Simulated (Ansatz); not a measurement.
MgZn3O4:
```xyz
16
Lattice="6.4865 0.0000 0.0000 -3.2433 5.6175 0.0000 0.0000 0.0000 5.1872" Properties=species:S:1:pos:R:3 pbc="T T T"
Mg     3.2433     1.8725     0.0065
O      3.2433     1.8725     1.9819
Zn     4.8737     0.9311     2.5989
O      4.8580     0.9402     4.5813
Zn     1.6305     4.6864     0.0053
O      1.6148     4.6773     1.9878
Zn     3.2433     3.7552     2.5989
O      3.2433     3.7371     4.5813
Zn     0.0000     1.8623     0.0053
O      0.0000     1.8804     1.9878
Zn     1.6128     0.9311     2.5989
O      1.6285     0.9402     4.5813
Zn    -1.6305     4.6864     0.0053
O     -1.6148     4.6773     1.9878
Mg     0.0000     3.7450     2.6000
O      0.0000     3.7450     4.5755
```

Relaxed with r²SCAN. Independent-particle spectrum: no excitons, no local fields, no scissors shift; 0.1 eV broadening; ε₁ of the summed bands alone.

### Question
Tabulate the dielectric function from plane-wave PAW r²SCAN (Ansatz code).

### Answer


```
E (eV)  ε₁ xx  ε₂ xx  ε₁ zz  ε₂ zz
------  -----  -----  -----  -----
0.0      3.57   0.00   3.61   0.00
0.5      3.59   0.00   3.63   0.00
1.0      3.66   0.00   3.71   0.00
1.5      3.84   0.00   3.88   0.00
2.0      4.45   0.38   4.50   0.20
2.5      3.97   0.97   4.13   1.00
3.0      3.69   1.05   3.81   1.14
3.5      3.54   1.06   3.61   1.18
4.0      3.46   1.06   3.50   1.19
4.5      3.41   1.09   3.44   1.26
5.0      3.51   1.10   3.42   1.17
5.5      3.57   1.21   3.52   1.27
6.0      3.65   1.40   3.58   1.37
6.5      3.52   1.69   3.70   1.65
7.0      3.54   1.87   3.91   1.98
7.5      3.47   2.11   2.94   2.95
8.0      3.21   2.07   2.92   2.01
8.5      3.05   2.51   2.63   2.49
9.0      2.88   2.44   2.68   2.29
9.5      2.82   2.55   2.56   2.53
10.0     2.68   2.65   2.56   2.69
10.5     2.83   3.02   2.23   2.52
11.0     2.46   3.46   2.62   2.35
11.5     1.43   4.35   2.28   3.99
12.0     0.30   2.87   1.28   3.09
```

### Question
From ε at 2.9 eV (xx: 3.73 + 1.04i), find n, k, the normal reflectivity and the absorption coefficient.

### Answer
n = 1.95, k = 0.267, R = 11 %, α = 2kE/ħc = 78000 cm⁻¹.

With all bands, ε∞ without local fields is 3.78 (xx = yy), 3.82 (zz).

Space group P6_3mc. The start of the workflow was typed in or built on a structure type; neither database checked (COD, Materials Project) lists it. Whether it is the stable phase at ambient conditions was not checked. Symmetry was held in the r²SCAN relaxation; whether a distortion lowers the energy is not shown.

Potentials: the earlier of the program's two PAW sets.
